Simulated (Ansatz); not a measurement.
Co2Si:
```yaml
crystal:
  lattice:
    - [4.85415, 0.00000, 0.00000]
    - [0.00000, 3.70390, 0.00000]
    - [0.00000, 0.00000, 6.96531]
  atoms:
    - { symbol: Si, position: [0.29903, 0.75000, 0.60375] }
    - { symbol: Si, position: [0.70097, 0.25000, 0.39625] }
    - { symbol: Si, position: [0.20097, 0.25000, 0.10375] }
    - { symbol: Si, position: [0.79903, 0.75000, 0.89625] }
    - { symbol: Co, position: [0.96467, 0.75000, 0.22110] }
    - { symbol: Co, position: [0.03533, 0.25000, 0.77890] }
    - { symbol: Co, position: [0.53533, 0.25000, 0.72110] }
    - { symbol: Co, position: [0.46467, 0.75000, 0.27890] }
    - { symbol: Co, position: [0.82749, 0.75000, 0.56344] }
    - { symbol: Co, position: [0.17251, 0.25000, 0.43656] }
    - { symbol: Co, position: [0.67251, 0.25000, 0.06344] }
    - { symbol: Co, position: [0.32749, 0.75000, 0.93656] }
```
The run is spin-polarised; directions of the spins, atom by atom: 0 0 0 0 ↑ ↑ ↑ ↑ ↑ ↑ ↑ ↑.

Relaxed with r²SCAN.

Q: Map the spin density (μB/Å³) on the plane through (0.299, 0.750, 0.604) spanned by u = [1, 0, 0] and v = [0, 0, 1] in lattice vectors, from r²SCAN in the plane-wave PAW code Ansatz.

A: x is the fraction of u, y of v (the angle between them is 90°; rows are the nearest grid lines); atoms in the plane: Si at (0.00, 0.00), Si at (0.50, 0.29), Co at (0.67, 0.62), Co at (0.17, 0.68), Co at (0.53, 0.96), Co at (0.03, 0.33).
```
|            :-.          |
|           .=+:          |
|           .::.          |
|                         |
|                         |
|                         |
|    ...                  |
|  :*@*:       ...        |
|  :*%+.       .-=:.      |
|   .          :*@*:      |
|               :--.      |
|                         |
|                         |
|                         |
|.                       .|
|+*:                    .+|
|=+:                    .=|
|                         |
|                         |
|                         |
|                         |
|                         |
|                         |
|            :-.          |
```
Scale: ten equal steps from -0.022 (start of ' ') to 4.58 (end of '@'), in the order ' .:-=+*#%@'; x runs from 0.000 to 1.00, y from 0.000 (bottom) to 1.00 (top).

The density is the valence pseudo-density with augmentation charge, so density and ELF within about 1 Å of a nucleus are not all-electron values.

Space group Pnma. The cell was relaxed with r²SCAN under the symmetry of its start. Spin order of the final state: ferromagnetic, chosen from 4 collinear starts compared on coarse meshes (ties went to the first, and starts can fall back to one state), not a proven ground state. Other orbital occupations within this spin state were not tried. For itinerant 3d metals, meta-GGAs of the SCAN family and hybrids are commonly reported to give too large moments.

Potentials: the later of the program's two PAW sets.
